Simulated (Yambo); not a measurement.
G0W0@PBEsol for CdO2H2 (space group P1, No. 1) in Yambo. Reference settings: 4×2×2 Γ-centred k mesh, bands 9 to 200 and a 8 Ry block in the screening, 200 bands in G with the Bruneval-Gonze terminator, plasmon pole fitted at 27.2 eV. The PBEsol gap (0, 0, -0.5) → Γ on this mesh is 1.65 eV; G0W0 gaps are taken between the same points.

The settings were changed. The gap went from 3.37 eV to 3.62 eV, and the shift of the valence edge from -0.99 eV to -0.89 eV.

Name the change that produced these shifts.
(A) 83 bands in G
(B) 100 bands in W
(C) 133 bands in G
(D) 83 bands in W, 83 bands in G

D, 83 bands in W, 83 bands in G. The others gave (gap, valence shift): 100 bands in W: 3.51, -0.91 eV; 83 bands in G: 3.40, -1.00 eV; 133 bands in G: 3.37, -0.99 eV.

Spin-orbit coupling is not included.

Geometry of the Materials Project entry, not relaxed at this level; primitive cell a = 3.4337 Å, b = 5.7024 Å, c = 6.0529 Å, α = 117.45°, β = 105.77°, γ = 91.21°.

The structure is a Materials Project entry; no match was found in the copy of COD used, and its stability was not checked.

A shift is the quasiparticle energy of the state minus its PBEsol energy.
